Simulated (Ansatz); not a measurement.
## Relaxing SrY2

Theory: DFT r2SCAN, scalar-relativistic, plane waves, PAW in Ansatz.

The start puts SrY2 on the cuprite structure type (Pn-3m, No. 224), with Sr in place of O, Y in place of Cu, at a guessed volume.

Input of the last, converged step (default PAW datasets):

```yaml
crystal:
  lattice:
    - [6.0746003431, 0.0, 0.0]
    - [0.0, 6.0746003431, 0.0]
    - [0.0, 0.0, 6.0746003431]
  atoms:
    - { symbol: Sr, position: [0.0, 0.0, 0.0] }
    - { symbol: Sr, position: [0.5, 0.5, 0.5] }
    - { symbol: "Y", position: [0.25, 0.25, 0.25] }
    - { symbol: "Y", position: [0.25, 0.75, 0.75] }
    - { symbol: "Y", position: [0.75, 0.75, 0.25] }
    - { symbol: "Y", position: [0.75, 0.25, 0.75] }
basis:
  ecutwfc: 500
kpoints:
  mp_grid: { grid: [6, 6, 6] }
hamiltonian:
  xc: r2scan
scf:
  occupations: { method: gaussian, width: 0.1 }
output:
  forces: true
  stress: true
  eigenvalues: true
relax:
  adjacent_minimum: "off"
  f_tol: 0.01
  max_steps: 80
  cell: { stress_tol: 0.05 }
```

Launched as:

```bash
ansatz run input.yaml --threads 1 --pin off --max-ram 2560MiB --backend cpu --events-out ev --progress --plain --runs-dir out
```

The run took 80 s on 1 thread of Arm Neoverse V1 (shared host), peak memory 0.89 GiB.

End of the output:

```
SCF converged after 4 iterations
Free energy (F): -22537.593674 eV
Harris-Foulkes:  -22537.593674 eV  (|F-HF|=9.09e-11)
Internal energy: -22537.578684 eV  (E = F + TS)
E sigma→0 (E₀):  -22537.586179 eV
Entropy (-TS):   -0.014990 eV (-2.498 meV/atom)
Fermi energy:    7.442735 eV
--- Per-component energies (eV) ---
  E_band       = -855.157050
  E_kinetic    = 1726.487204
  E_local      = -4589.974490  (includes V_loc(G=0)·N_el)
  E_nonlocal   = 595.994607
  E_hartree    = 1433.327895
  E_xc         = -997.171836
  E_vxc        = -1242.090979  (∫ρ·V_xc dr)
  E_paw        = -16797.875603  (= ΣΔE_a)
  E_vpaw       = -280.073546  (= ΣTr[D̂ρ^β])
  E_aug_tail   = 0.000012  (compensation charges beyond the density's cutoff)
  E_vtau       = 67.844255  (kinetic-family band-sum trace: ∫τ·v_τ [+ j·A + Jᵃ·Aᵃ] dr)
  E_ewald      = -3907.458588
  E_core_change = -0.907887  (= ΣΔE_core)
  E_smearing   = -0.014990  (= −TS)
  E_closure    = 0.000000  (closes the sum)
  Σ components = -22537.593674   (vs F -22537.593674, Δ=0.00e0)
--- Forces (eV/Å), atoms counted from 1 ---
  atom   1  Sr     0.00000000     0.00000000     0.00000000
  atom   2  Sr     0.00000000     0.00000000     0.00000000
  atom   3  Y      0.00000000     0.00000000     0.00000000
  atom   4  Y      0.00000000     0.00000000     0.00000000
  atom   5  Y      0.00000000     0.00000000     0.00000000
  atom   6  Y      0.00000000     0.00000000     0.00000000
  max |Σ_I F_I| component: 1.04e-17 eV/Å
--- Stress (GPa, compression-positive) ---
       -0.002582       0.000000       0.000000
        0.000000      -0.002582       0.000000
        0.000000       0.000000      -0.002582
  P = ⅓ Tr σ = -0.0026 GPa (-0.026 kbar)
--- Relaxed structure (2 steps of the walk, 2 accepted, 1 SCFs on fresh bases) ---
  F+E_penalty+E_count = -22537.59367414 eV   max|allowed force component| = 3.007e-17 eV/Å   (the final SCF, on the basis selected at the relaxed cell)
  cell:  # Å, volume = 224.7677 Å³
    - [6.080108, 0.000000, 0.000000]
    - [0.000000, 6.080108, 0.0]
    - [0.000000, 0.0, 6.080108]
  atoms:
    - { symbol: Sr, position: [0.000000, 0.000000, 0.000000] }
    - { symbol: Sr, position: [0.5, 0.5, 0.5] }
    - { symbol: Y, position: [0.25, 0.25, 0.25] }
    - { symbol: Y, position: [0.25, 0.750000, 0.750000] }
    - { symbol: Y, position: [0.750000, 0.750000, 0.25] }
    - { symbol: Y, position: [0.750000, 0.25, 0.750000] }
```

Total energies depend on the potentials used, so only differences within one code and one set of settings carry meaning.

The result has space group Pn-3m (No. 224). Around Sr lie 4 Y at 2.63 Å; Y has 2 Sr at 2.63 Å.

A structure relaxed within its symmetry needn't be a true minimum.